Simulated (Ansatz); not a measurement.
**Pd: stationary points along a deformation path**

Computed with DFT PBEsol, scalar-relativistic, plane waves, PAW (Ansatz). Cutoff 420 eV, Γ-centred 24×24×24 k-points, Gaussian smearing of 0.15 eV. No spin polarisation. Energies are free energies at this smearing, counted from the undisturbed cell; pressure is positive in compression.

The starting cell (as given, not relaxed at this level; it stands at -9.9 GPa; this bcc form isn't the usual structure):

```
CELL_PARAMETERS angstrom
-1.57228 1.57228 1.57228
1.57228 -1.57228 1.57228
1.57228 1.57228 -1.57228
ATOMIC_POSITIONS crystal
Pd 0.00000 0.00000 0.00000
```

At fixed volume and fractional coordinates, lengths along (0.000, 0.000, 1.000) are scaled against those across it; ρ is that ratio over its starting value. V = 15.547 Å³/atom. Δσ is the stress along the axis less the mean stress across it (compression positive).

```
    ρ  ΔE (meV/atom)  Δσ (GPa) space group
0.707          164.1     36.48       I4/mmm
0.850           -8.2      0.65       I4/mmm
1.000            0.0      0.00        Im-3m
1.200          -27.4      3.47       I4/mmm
1.414          -52.2      0.01        Fm-3m
```

Problem. How does the stress give the slope of the energy, and where is the energy stationary?

Solution. Along the path d ln(length) is 2/3 d ln ρ on the axis and −1/3 d ln ρ across it, so dE/d ln ρ = −(2/3) V Δσ: the energy falls with ρ where Δσ is positive. Δσ vanishes or changes sign between ρ = 0.850 and 1.000, at least one minimum (the energy rises over this step, yet the slope at ρ = 0.850 points the other way); at ρ = 1.000 (Im-3m), a stationary point at 0.0 meV/atom; at ρ = 1.414 (Fm-3m, an end of the scan), at -52.2 meV/atom. Pairs of stationary points between two samples would go unseen, and could change a minimum read from distant neighbours into a maximum. At ρ = 1.000, 1.414 the cell is cubic, where symmetry alone makes the stress isotropic and the slope zero.

Problem. Is the start the lowest point of the path?

Solution. No: ρ = 1.414 lies 52.2 meV/atom lower, with no sampled rise above the start on the way. Volume and inner coordinates are held, so a relaxed structure there would lie lower still.

In a metal these slopes depend on the k mesh and the smearing.